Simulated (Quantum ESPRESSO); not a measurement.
Simulation results for GaSi6As (made-up cell), AlInGa2P4 (made-up cell)

Calculation on a made-up crystal cell, not a measurement: periodic Kohn-Sham density functional theory in plane waves with PseudoDojo standard norm-conserving scalar-relativistic pseudopotentials, each functional with its own files (v0.5 for PBE, v0.4.1 for LDA and PBEsol), no spin polarisation, no spin-orbit coupling, atoms not relaxed, stress positive in tension, energies less a fixed whole-eV offset for each atom's element; levels are Kohn-Sham levels at fractions of this cell's reciprocal vectors, counted from the reference band (half the neutral cell's valence electrons, rounded up) at Gamma; error bars cover cutoff and k-mesh only, not smearing or the files; added strain carries the atoms with the cell, and shear is the tensor component; each bar is the largest change over components, and at least 0.002 eV, 0.002 eV per angstrom or 0.02 GPa; energies are for the whole cell, and the offsets were chosen from early runs and are not element reference energies. Program: Quantum ESPRESSO 7.5.

Settings shared by all entries: lattice type zincblende/diamond; functional pbe; scf tolerance 1e-07 eV; electrons removed 0.

(1) 
```cif
# cell vector a (Å): 5.4361 0.0285 -0.0311
# cell vector b (Å): 0.0285 5.4960 0.0910
# cell vector c (Å): -0.0311 0.0910 5.4876
data_GaSi6As
_symmetry_space_group_name_H-M 'P 1'
_symmetry_Int_Tables_number 1
_cell_length_a 5.4363
_cell_length_b 5.4968
_cell_length_c 5.4884
_cell_angle_alpha 88.103
_cell_angle_beta 90.647
_cell_angle_gamma 89.408
_cell_volume 163.90
loop_
_atom_site_label
_atom_site_type_symbol
_atom_site_fract_x
_atom_site_fract_y
_atom_site_fract_z
_atom_site_occupancy
Si1 Si 0.00471 0.97936 0.00441 1
Si2 Si 0.98176 0.50779 0.48900 1
Ga1 Ga 0.50759 0.00889 0.49670 1
Si3 Si 0.49209 0.50631 0.01183 1
Si4 Si 0.25452 0.24585 0.23809 1
Si5 Si 0.25824 0.75723 0.74846 1
Si6 Si 0.74495 0.25880 0.74295 1
As1 As 0.76688 0.75101 0.24160 1
_calc_cutoff 1143  # eV
_calc_fermi_dirac_smearing 0.1  # eV
_calc_added_strain_kind 'uniform'
_calc_added_strain -0.006
_calc_k_mesh '6 x 6 x 6, shifted by half a step'
_calc_structure_shown 'before the added strain of -0.006'
_calc_free_energy_less_offsets 0.1534  # eV
_calc_smearing_term_minus_ts -0.01413  # eV
_calc_scf_iterations 10
_calc_pressure 6.179  # GPa
_calc_stress_xx -6.504  # GPa
_calc_stress_yy -5.898  # GPa
_calc_stress_zz -6.136  # GPa
_calc_stress_yz 6.221  # GPa
_calc_stress_xz -0.8182  # GPa
_calc_stress_xy -0.6949  # GPa
_calc_fermi_level 0.06068  # eV
_calc_reference_band 26
_calc_error_bar_energy 0.002  # eV
_calc_error_bar_stress 0.02  # GPa
_calc_error_bar_force 0.002279  # eV/angstrom
_calc_error_bar_next_band_up 0.002  # eV
_calc_error_bar_fermi_level 0.004063  # eV
_calc_error_bars_from 'tighter rerun of a related cell'
```

Atoms:
```csv
atoms element,atom site,atom energy offset (eV)
Si,1,-115
Si,2,-115
Ga,3,-2080
Si,4,-115
Si,5,-115
Si,6,-115
Si,7,-115
As,8,-2887
```

Forces:
```csv
site,x (eV/Å),y (eV/Å),z (eV/Å)
1,1.269,2.515,-2.121
2,3.029,-1.817,1.741
3,-0.2271,0.03073,0.3824
4,0.4828,-0.6816,-1.508
5,-1.323,0.2038,0.7246
6,-0.6928,-0.5227,-0.5571
7,0.08123,-0.1011,1.223
8,-2.619,0.3729,0.1153
```

Levels:
```csv
level k point,next band up (eV)
Gamma,0.1544
"(1/2,1/2,1/2)",0.04366
"(0.15,0,0)",0.2187
"(0,0.15,0)",0.2392
"(0,0,0.15)",0.1466
```

(2) 
```cif
# cell vector a (Å): 5.6393 0.0126 0.0140
# cell vector b (Å): 0.0126 5.5490 0.0344
# cell vector c (Å): 0.0140 0.0344 5.6883
data_AlInGa2P4
_symmetry_space_group_name_H-M 'P 1'
_symmetry_Int_Tables_number 1
_cell_length_a 5.6393
_cell_length_b 5.5491
_cell_length_c 5.6884
_cell_angle_alpha 89.298
_cell_angle_beta 89.716
_cell_angle_gamma 89.741
_cell_volume 177.99
loop_
_atom_site_label
_atom_site_type_symbol
_atom_site_fract_x
_atom_site_fract_y
_atom_site_fract_z
_atom_site_occupancy
In1 In 0.99400 0.97675 0.00777 1
Al1 Al 0.01483 0.50254 0.48830 1
Ga1 Ga 0.49888 0.00894 0.50309 1
Ga2 Ga 0.51408 0.49506 0.99170 1
P1 P 0.27536 0.24297 0.23474 1
P2 P 0.25678 0.74343 0.71934 1
P3 P 0.77934 0.26698 0.75582 1
P4 P 0.74153 0.74940 0.25453 1
_calc_cutoff 1088  # eV
_calc_fermi_dirac_smearing 0.025  # eV
_calc_added_strain_kind 'shear xy'
_calc_added_strain -0.0193
_calc_k_mesh '4 x 4 x 4, shifted by half a step'
_calc_structure_shown 'before the added strain of -0.0193'
_calc_free_energy_less_offsets -1.606  # eV
_calc_smearing_term_minus_ts 0  # eV
_calc_scf_iterations 10
_calc_pressure 0.9295  # GPa
_calc_stress_xx -0.7762  # GPa
_calc_stress_yy -1.807  # GPa
_calc_stress_zz -0.2052  # GPa
_calc_stress_yz 2.519  # GPa
_calc_stress_xz 1.666  # GPa
_calc_stress_xy -4.115  # GPa
_calc_error_bar_energy 0.007542  # eV
_calc_error_bar_stress 0.02  # GPa
_calc_error_bar_force 0.002  # eV/angstrom
_calc_error_bars_from 'tighter rerun of a related cell'
```

Atoms:
```csv
atoms element,atom site,atom energy offset (eV)
In,1,-1808
Al,2,-64
Ga,3,-2080
Ga,4,-2080
P,5,-189
P,6,-189
P,7,-189
P,8,-189
```

Forces:
```csv
site,x (eV/Å),y (eV/Å),z (eV/Å)
1,1.398,0.6901,-1.299
2,-0.1642,-0.4487,-0.8314
3,0.8784,0.4715,-0.07974
4,-0.05308,0.3903,-0.4498
5,-0.4193,0.7019,0.9458
6,0.51,-0.2542,1.135
7,-1.137,-0.1165,-0.9436
8,-1.012,-1.434,1.523
```
